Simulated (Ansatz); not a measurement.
VN (rock salt, Fm-3m) under volume change, DFT-PBE in the program Ansatz with PAW potentials, scaled uniformly.

```json
[
 {"V (Å³/atom)": "7.935", "E − E(relaxed) (meV/atom)": "81.9", "P (GPa)": "36.38"},
 {"V (Å³/atom)": "8.197", "E − E(relaxed) (meV/atom)": "34.4", "P (GPa)": "22.26"},
 {"V (Å³/atom)": "8.458", "E − E(relaxed) (meV/atom)": "8.1", "P (GPa)": "10.24"},
 {"V (Å³/atom)": "8.720", "E − E(relaxed) (meV/atom)": "0.0", "P (GPa)": "0.00"},
 {"V (Å³/atom)": "8.981", "E − E(relaxed) (meV/atom)": "7.3", "P (GPa)": "-8.72"},
 {"V (Å³/atom)": "9.243", "E − E(relaxed) (meV/atom)": "27.8", "P (GPa)": "-16.14"},
 {"V (Å³/atom)": "9.505", "E − E(relaxed) (meV/atom)": "59.4", "P (GPa)": "-22.47"}
]
```

Q: What does a third-order Birch–Murnaghan fit give for V₀, B₀ and B′?

A: V₀ = 8.72 Å³/atom, B₀ = 314 GPa, B′ = 4.3.

The cell was relaxed with PBE under the symmetry of its start. The workflow began spin-polarised and lost its moments.

Potentials: the later of the program's two PAW sets.
